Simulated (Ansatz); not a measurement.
In PBEsol (plane waves, PAW; program Ansatz), HfSi2 in the orthorhombic phase (Cmcm; Si on 4c, Si on 4c, Hf on 4c) relaxes to a = 3.651 Å, b = 14.344 Å, c = 3.636 Å. Its formation energy from the elements is -64 kJ/mol-atom, with no fitted shifts.

Electronic character: metallic (no gap).

An equation-of-state fit gives a bulk modulus of 136 GPa.

Symmetry was held in the PBEsol relaxation. The run is not spin-polarised. The references are the lowest solids computed at this level, not always the standard phases. Spin–orbit coupling is left out wherever it is not named.

Potentials: the later of the program's two PAW sets.
